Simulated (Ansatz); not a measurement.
Method: Ansatz 0.2.0, DFT PBE, scalar-relativistic, plane waves, PAW. All cells share a 420 eV cutoff and Γ-centred k meshes spaced at most about 0.3 Å⁻¹ (about 0.25 or finer for metals, 2π included). No spin polarisation in the final relaxations.

All energies are static (0 K, no zero-point motion). All come from trial cells, and lower structures may exist.

**Question.** Which of these relaxed structures of Ta2AlN3 is the lowest in energy?
A.

Space group I4/mmm (No. 139). a = 3.043 Å, b = 3.043 Å, c = 13.145 Å, α = 90.00°, β = 90.00°, γ = 90.00°
```csv
atom,site,symmetry,x,y,z
Ta,4e,4mm,0.5000,0.5000,0.1740
Al,2a,4/mmm,0.0000,0.0000,0.0000
N,4e,4mm,0.5000,0.5000,0.3508
N,2b,4/mmm,0.5000,0.5000,0.0000
```

B.

Space group P-6 (No. 174). a = 5.170 Å, b = 5.170 Å, c = 2.851 Å, α = 90.00°, β = 90.00°, γ = 120.00°
```tsv
atom	site	symmetry	x	y	z
Ta	1d	-6..	0.3333	0.6667	0.5000
Ta	1a	-6..	0.0000	0.0000	0.0000
Al	1f	-6..	0.6667	0.3333	0.5000
N	3j	m..	0.3983	0.0055	0.0000
```

**Answer.** A. It has Ta and Al ordered on rock salt sites, space group I4/mmm (No. 139); the next, B, with space group P-6 (No. 174), lies 119 meV/atom higher. Counting N atoms around Al and Ta (those within 1.25 times the shortest such distance or 1.15 times the sum of covalent radii; a plus sign parts nearer from farther groups; a slash parts the counts of unlike sites), the lowest has Ta 6, Al 2+4 and the next has Ta 3/6, Al 6.

Spin–orbit coupling, which can matter for Ta, is left out. Cells relaxed within their symmetry can be saddle points. Some types were kept out of the candidates beforehand, so the set may lack a known form.
